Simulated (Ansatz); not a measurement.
Input file for Ansatz (an electronic-structure program):

Ansatz 0.2 input:
```yaml
crystal:
  lattice:
    - [3.6997566837, 0.0, 0.0]
    - [-1.8498783419, 3.2040832759, 0.0]
    - [0.0, 0.0, 6.1359764933]
  atoms:
    - { symbol: Na, position: [0.3333333333, 0.6666666667, 0.25] }
    - { symbol: Na, position: [0.6666666667, 0.3333333333, 0.75] }
kpoints:
  mp_grid: { grid: [13, 13, 7] }
hamiltonian:
  xc: pbesol
  pseudopotentials: { azcp: { folder: ./paw }, kind: paw }
scf:
  occupations: { method: fermi_dirac, width: 0.1 }
phonons:
  method: dfpt
  response_accuracy: low
  eigenvectors: true
  rigid_motions: translations
```

Output (shortened):

```
Pseudopotential: Na, paw, valence charge 9
Functional definition: PBEsol
Crystal: 2 atoms, lattice volume = 72.738 Å³
Basis set: ecut = 420 eV, 1401 PW (Γ), exchange–correlation on 50×50×96 points (8 copies of the dense FFT grid, shifted against one another)
Bands: 13, of which v1, the nominal top of the filled ones, is band 9 counted from 1 (8 counted from 0)
Symmetry: 24 space group operations
k-points: 196 of 1183 (irreducible under 4 space group operations, time reversal used)
SCF iter   1: F=—  HF=-2951.765243 eV  |F-HF|=—  |Δ(HF+E_count)|=         —  Δρ=5.87e-3  dr2=3.21e-2  ethr=3.10e-3  ⟨swp⟩=5.6  Hψ=12218  notcnv=0
preconditioner: auto → Kerker (q_TF=auto, 2.162 Å⁻¹)
SCF iter   2: F=—  HF=-2951.757550 eV  |F-HF|=—  |Δ(HF+E_count)|=   7.69e-3  Δρ=3.13e-3  dr2=1.37e-2  ethr=1.78e-4  ⟨swp⟩=1.2  Hψ=4170  notcnv=0
SCF iter   3: F=—  HF=-2951.754594 eV  |F-HF|=—  |Δ(HF+E_count)|=   2.96e-3  Δρ=1.09e-3  dr2=1.67e-3  ethr=7.60e-5  ⟨swp⟩=2.0  Hψ=3724  notcnv=0
SCF iter   4: F=—  HF=-2951.754347 eV  |F-HF|=—  |Δ(HF+E_count)|=   2.47e-4  Δρ=1.13e-4  dr2=1.28e-5  ethr=9.29e-6  ⟨swp⟩=2.0  Hψ=3725  notcnv=0
SCF iter   5: F=—  HF=-2951.754350 eV  |F-HF|=—  |Δ(HF+E_count)|=   3.19e-6  Δρ=3.25e-5  dr2=1.45e-6  ethr=7.11e-8  ⟨swp⟩=1.7  Hψ=2697  notcnv=0
SCF iter   6: F=—  HF=-2951.754350 eV  |F-HF|=—  |Δ(HF+E_count)|=   1.70e-7  Δρ=1.29e-5  dr2=9.79e-8  ethr=8.04e-9  ⟨swp⟩=2.0  Hψ=4331  notcnv=0
SCF iter   7: F=—  HF=-2951.754350 eV  |F-HF|=—  |Δ(HF+E_count)|=   5.46e-9  Δρ=2.90e-6  dr2=4.17e-9  ethr=5.44e-10  ⟨swp⟩=2.1  Hψ=3834  notcnv=0
SCF iter   8: F=—  HF=-2951.754350 eV  |F-HF|=—  |Δ(HF+E_count)|=   2.63e-9  Δρ=4.80e-7  dr2=1.52e-10  ethr=2.32e-11  ⟨swp⟩=2.9  Hψ=4426  notcnv=0
SCF iter   9: F=-2951.754350 eV  HF=-2951.754350 eV  |F-HF|=1.82e-12  |Δ(HF+E_count)|=  7.91e-11  Δρ=9.91e-8  dr2=6.54e-12  ethr=1.00e-12  ⟨swp⟩=5.7  Hψ=10762  notcnv=0
SCF 1 converged in 9 iterations: F = -2951.754350 eV  dr2 = 6.54e-12
DFPT response loops at Γ: preconditioner auto → Kerker (q_TF=auto, 2.162 Å⁻¹) (partly filled bands, converged f_vac=0.000) …
SCF converged after 9 iterations
Free energy (F): -2951.754350 eV
Harris-Foulkes:  -2951.754350 eV  (|F-HF|=1.82e-12)
Internal energy: -2951.722596 eV  (E = F + TS)
E sigma→0 (E₀):  -2951.738473 eV
Entropy (-TS):   -0.031754 eV (-15.877 meV/atom)
Fermi energy:    1.731249 eV
--- Per-component energies (eV) ---
  E_band       = -479.653163
  E_kinetic    = 225.957693
  E_local      = -3184.848793  (includes V_loc(G=0)·N_el)
  E_nonlocal   = 557.303226
  E_hartree    = 1105.151062
  E_xc         = -71.346118
  E_vxc        = -92.244397  (∫ρ·V_xc dr)
  E_paw        = -567.323255  (= ΣΔE_a)
  E_vpaw       = -196.122967  (= ΣTr[D̂ρ^β])
  E_aug_tail   = 0.000022  (compensation charges beyond the density's cutoff)
  E_ewald      = -1016.725821
  E_core_change = 0.109388  (= ΣΔE_core)
  E_smearing   = -0.031754  (= −TS)
  E_closure    =  0.000000  (closes the sum)
  Σ components = -2951.754350   (vs F -2951.754350, Δ=0.00e0)
  [band-id]    e_kinetic+e_local+e_nonlocal+2·e_hartree+e_vxc+e_vpaw+e_augmentation_tail = -479.653091   (vs E_band -479.653163, Δ=7.23e-5)
--- Band table (eV; the first three rows and the last of 196) ---
  k-point 0: bands = ["-50.9717", "-50.9699", "-23.0743", "-23.0433", "-23.0433", "-23.0385", "-23.0385", "-23.0378", "-1.5806", "2.2081", "2.6289", "11.9348", "11.9348"]
  k-point 1: bands = ["-50.9716", "-50.9700", "-23.0725", "-23.0431", "-23.0431", "-23.0397", "-23.0388", "-23.0388", "-1.4965", "1.3621", "3.6176", "11.3406", "11.9964"]
  k-point 2: bands = ["-50.9714", "-50.9702", "-23.0675", "-23.0447", "-23.0424", "-23.0424", "-23.0394", "-23.0394", "-1.2448", "0.4829", "4.9255", "9.6362", "12.1709"]
  k-point 195: bands = ["-50.9695", "-50.9694", "-23.0694", "-23.0687", "-23.0546", "-23.0537", "-23.0471", "-23.0449", "1.5002", "2.0502", "5.5934", "5.7563", "6.4905"]
--- Phonons (Γ-DFPT): 2 representative perturbations + reference, on 196 of 1183 k-points (Σ response iterations 6) ---
  ASR residual: 1.108e-4 → 0.000e0 eV/Å²; symmetrization residual: 6.569e-11 eV/Å²
  ASR residual per site (eV/Å²): 1.11e-4 1.11e-4
  Γ frequencies (cm⁻¹): 0.00 0.00 0.00 53.71 53.71 129.26
  non-analytic LO–TO correction: not included (Born effective charges unavailable; polar crystals: no LO–TO splitting at Γ)
```

Cost: about 60 core-seconds (a rough figure) on shared cores.

Space group P6_3/mmc (hcp (Mg type)). The workflow started from a Materials Project entry (that database holds measured and hypothetical structures alike); the Crystallography Open Database files this formula in space group No. 194, but the cells were not matched. It is not the phase usual at ambient conditions (space group No. 229). The PBEsol relaxation kept the symmetry of its start; whether a distortion lowers the energy is not shown. As this level gives no gap, phonon frequencies hold no LO–TO term and depend on the k-mesh and smearing (Fermi–Dirac, 0.1 eV here).

Potentials: the earlier of the program's two PAW sets. The files were generated under PBE; for other functionals the program regenerates the frozen cores, and for LDA and PBEsol the local potential too.

Ansatz is a plane-wave DFT program.
